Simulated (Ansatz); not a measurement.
# H4C: an elastic constant from a strain scan

Method: DFT LDA, scalar-relativistic, plane waves, PAW (Ansatz 0.2.0). Cutoff 420 eV, Γ-centred 6×6×6 k-points, Gaussian smearing of 0.05 eV. No spin polarisation. Energies are free energies at this smearing, counted from the undisturbed cell; pressure is positive in compression.

Zero of the scan (as given, not relaxed at this level; it stands at 0.6 GPa, and it needn't be the usual structure):

```
CELL_PARAMETERS angstrom
-2.47892 2.47892 2.47892
2.47892 -2.47892 2.47892
2.47892 2.47892 -2.47892
ATOMIC_POSITIONS crystal
H 0.00000 0.00000 0.74631
H 0.74631 0.00000 0.00000
H 0.00000 0.74631 0.00000
H 0.25369 0.25369 0.25369
C 0.00000 0.00000 0.00000
```

The cell holds molecules and no dispersion correction was added, so their binding is poorly described.

The cell is strained by ε times the Voigt pattern (1, 0, 0, 0, 0, 0) (xx, yy, zz, yz, xz, xy; engineering shear) with fractional coordinates fixed. The cell holds 5 atoms in V0 = 60.93 Å³. The stress column is τ = (1/V0) dE/dε, got from the stress tensor σ (compression positive) at each point as −det(1 + εP) σ : P(1 + εP)⁻¹, with P the pattern as a tensor.

| ε | ΔE (meV/atom) | τ (GPa) |
| --- | --- | --- |
| -0.1000 | 31.485 | -7.729 |
| -0.0750 | 18.531 | -5.911 |
| -0.0500 | 9.003 | -4.119 |
| -0.0250 | 2.832 | -2.362 |
| 0.0000 | 0.000 | -0.634 |
| 0.0250 | 0.406 | 1.060 |
| 0.0500 | 3.999 | 2.712 |
| 0.0750 | 10.711 | 4.328 |
| 0.0875 | 15.183 | 5.120 |
| 0.1000 | ? | ? |

Problem. Which combination of elastic constants does this scan measure, and how large is it?

Solution. For small ε, τ = τ0 + Kε with K = pᵀCp, which for this pattern is C11 in the cubic axes. The parabola through τ at ε = -0.0250, 0 and 0.0250 has slope K = 68 GPa at zero. The energies per cell, E = NΔE, of the same two points give K = 2[E(ε₊)/ε₊ − E(ε₋)/ε₋]/[(ε₊ − ε₋)V0] = 68 GPa, in agreement. These are clamped-ion values.

Problem. Predict the withheld row at ε = 0.1000 from the harmonic law, and compare.

Solution. ΔE = V0(τ0 ε + Kε²/2)/N = 21.203 meV/atom and τ = 6.21 GPa. The calculation gives 20.425 meV/atom and 5.90 GPa, a miss of 3.7 % of the harmonic energy, so the harmonic law still holds here.

Forces appear on the atoms along this scan, and letting them relax would lower the energy and soften the response.